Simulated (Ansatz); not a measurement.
Hcp Zn (10-10), 6 layers, DFT, LDA, PAW with Ansatz's default frozen-core files, scalar-relativistic (Ansatz 0.2.0), on 2 threads of Intel(R) Xeon(R) Platinum 8375C CPU @ 2.90GHz (Ice Lake) (shared host).

Command: `ansatz run input.yaml --threads 2 --pin off --max-ram 4096MiB --backend cpu --events-out ev --progress --plain --runs-dir out`

```yaml
crystal:
  lattice:
    - [2.5748926521, 0.0, 0.0]
    - [0.0, 4.7112279034, 0.0]
    - [0.0, 0.0, 21.2032]
  atoms:
    - { symbol: Zn, position: [0.75, 0.75, 0.3773026622] }
    - { symbol: Zn, position: [0.25, 0.25, 0.4123590447] }
    - { symbol: Zn, position: [0.25, 0.75, 0.4824718088] }
    - { symbol: Zn, position: [0.75, 0.25, 0.5175281912] }
    - { symbol: Zn, position: [0.75, 0.75, 0.5876409553] }
    - { symbol: Zn, position: [0.25, 0.25, 0.6226973378] }
kpoints:
  mp_grid: { grid: [14, 8, 1] }
scf:
  occupations: { method: fermi_dirac, width: 0.08 }
hamiltonian:
  xc: lda
  pseudopotentials: { kind: paw }
output:
  forces: true
  stress: true
  eigenvalues: true
  populations: true
efield:
  axis: 3
  amplitude: 0
  dipole_correction: true
```

Question: How large is the problem that the program sets up?

Answer: 40 irreducible k-points, 5001 plane waves at Γ, 44 bands.

Question: About how long does it take, and how much memory?

Answer: 20 s of wall time for 7 SCF iterations, with a peak of 0.64 GiB. Times on shared machines scatter by tens of per cent.
